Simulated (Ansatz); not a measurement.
## SnSe₂ under strain — Sn-119 Mössbauer parameters

Cell: a COD entry, relaxed with PBE at fixed cell and then changed (z compressed by 3 %, ions relaxed).

```
Sn Se
1.0
     3.81100    0.00000    0.00000
    -1.90550    3.30042    0.00000
     0.00000    0.00000    5.95192
Sn Se
1 2
Direct
  0.00000 0.00000 0.00000
  0.33333 0.66667 0.26864
  0.66667 0.33333 0.73136
```

Sites (sets of like atoms) are named by element and the number of their first atom in this list.

The numbers come from a DFT calculation in Ansatz (PBE, plane waves and PAW, scalar-relativistic, 420 eV cutoff, Γ-centred 13×13×7 k-points, Fermi–Dirac smearing 0.02 eV).

Isomer shifts (against SnO₂) follow from the electron density at the nucleus, δ = α(ρ − ρ₀), with α = 0.099 mm s⁻¹ a₀³ and ρ₀ = 183191.44 a₀⁻³ from a line fitted to 8 measured compounds at this level of theory (rms miss 0.12 mm/s). ΔE_Q = ½eQV_zz(1 + η²/3)^½ with Q = -0.132 b for the 23.9 keV state.

Problem. Give the isomer shift and quadrupole splitting of each Sn site.

Solution. 

```json
{"site": "Sn", "atoms": "1", "first shell": "6 Se at 2.72 Å", "ρ − ρ₀ (a₀⁻³)": "14.0", "δ (mm/s)": "1.38", "ΔE_Q (mm/s)": "-0.01", "η": "0.00"}
```

The shift of Sn is between ionic Sn(IV) and covalent tin.

Without spin–orbit coupling (the program notes it for Sn) the gradients can shift somewhat, as the gap is small. With a gap of 0.4 eV on this mesh, the gradients can still move by some per cent as the k-mesh gets denser.
